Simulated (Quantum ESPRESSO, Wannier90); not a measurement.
## SnS2 (CdI2 type), plane waves to Wannier functions

```xyz
3
Lattice="3.6743 0.0000 0.0000 -1.8372 3.1820 0.0000 0.0000 0.0000 6.2288" Properties=species:S:1:pos:R:3 pbc="T T T"
Sn     0.0000     0.0000     0.0000
S      1.8372    -1.0607     1.4616
S     -1.8372     1.0607    -1.4616
```

Cell from Materials Project (mp-1170), symmetrised, no further relaxation. COD (Crystallography Open Database) has an entry of this formula and space group (matched by these alone). Level: LDA, no spin polarisation, no spin-orbit coupling; pw.x of Quantum ESPRESSO at 58 Ry with PseudoDojo potentials, 12×12×6 k-points, Wannier90. Density: 12×12×6 mesh, cold smearing 0.01 Ry. The cell is built of weakly bound layers, chains or molecules, whose nearest atoms lie 3.93 Å apart. Database cells relaxed without dispersion often hold them too far apart, which can enlarge gaps and weakens couplings between them; spacing and stacking were not compared with the measured crystal. Spin-orbit coupling is left out although heavy elements are present.

Bands 6-13 form an isolated set from -13.55 to -0.01 eV relative to the valence-band maximum (on the path) and are turned into 8 Wannier functions by minimising the spread from the start: SCDM (isolated).

Problem. Where do the functions sit, how wide are they and what are they made of?

Solution. 
| functions | spread (Å²) | nearest atom, distance (Å) | second atom, distance (Å) | weight on atomic waves |
|---|---|---|---|---|
| 6 | 1.77 | S 0.82 | Sn 1.75 | S 3p 57 %, Sn 5p 17 %, S 3s 14 % |
| 2 | 1.51 | S 0.39 | Sn 2.82 | S 3p 50 %, S 3s 46 % |

Ω_I = 12.33 Å², Ω_total = 13.66 Å²; the interpolated bands follow pw.x to 0.5 meV rms on the path. It is the lowest total spread that any start reached here.
